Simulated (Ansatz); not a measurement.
**Computed energy over volume and axial ratio: KTaO3 (cubic perovskite)**

KTaO$_{3}$ (cubic perovskite)

```
KTaO3
1.0
    4.02318     0.00000     0.00000
    0.00000     4.02318     0.00000
    0.00000     0.00000     4.02318
K Ta O
1 1 3
Cartesian
  0.00000   0.00000   0.00000
  2.01159   2.01159   2.01159
  0.00000   2.01159   2.01159
  2.01159   2.01159   0.00000
  2.01159   0.00000   2.01159
```

Grid over V/V₀ and (c/a)/(c/a)₀, subscript 0 meaning the relaxed cell; the conventional c axis lies along z; no internal relaxation.

Calculation: PBE (plane waves to 420 eV, PAW, scalar-relativistic; Ansatz, a program for electronic structure). k mesh 8×8×8 (Γ-centred), Fermi-Dirac smearing 0.05 eV. The energy includes the smearing's −TS. Compression counts positive. KTaO3 is run without spin polarisation. KTaO3 was relaxed with its symmetry unable to fall. Spin-orbit coupling is left out, though Ta is heavy. The PAW data are Ansatz's earlier set. ΔE is measured from the relaxed starting cell.

ΔE (eV/atom), with V/V₀ across and (c/a)/(c/a)₀ down:

```csv
(c/a)/(c/a)₀ \ V/V₀,0.920,0.960,1.000,1.040,1.080
0.880,0.2762,0.2084,0.1738,0.1659,0.1796
0.940,0.1051,0.0557,0.0376,0.0447,0.0719
1.000,0.0572,0.0133,0.0000,0.0114,0.0426
1.060,0.0956,0.0471,0.0297,0.0374,0.0653
1.120,0.1977,0.1366,0.1081,0.1058,0.1247
```

σzz − σxx (GPa), with V/V₀ across and (c/a)/(c/a)₀ down:

| (c/a)/(c/a)₀ \ V/V₀ | 0.920 | 0.960 | 1.000 | 1.040 | 1.080 |
|---|---|---|---|---|---|
| 0.880 | 73.5 | 63.1 | 54.2 | 46.6 | 40.0 |
| 0.940 | 32.0 | 27.3 | 23.2 | 19.8 | 16.8 |
| 1.000 | 0.0 | 0.0 | 0.0 | 0.0 | 0.0 |
| 1.060 | -25.9 | -21.8 | -18.4 | -15.5 | -13.0 |
| 1.120 | -48.2 | -40.5 | -33.9 | -28.4 | -23.7 |

Summary:

```
Item                                                                                                Result
-----------------------------------------------------  ---------------------------------------------------
Shear modulus C′ = (C11 − C12)/2 (fit, atoms clamped)                                              170 GPa
Lowest place on the grid                                 V/V₀ = 1.000, (c/a)/(c/a)₀ = 1.000 (0.0 meV/atom)
Highest place on the grid                              V/V₀ = 0.920, (c/a)/(c/a)₀ = 0.880 (276.2 meV/atom)
```

The 25 points together took about 2.9 core-minutes (a rough figure).

(A scan under strain: stresses follow from slopes of the energy per volume, elastic moduli from its curvatures.)
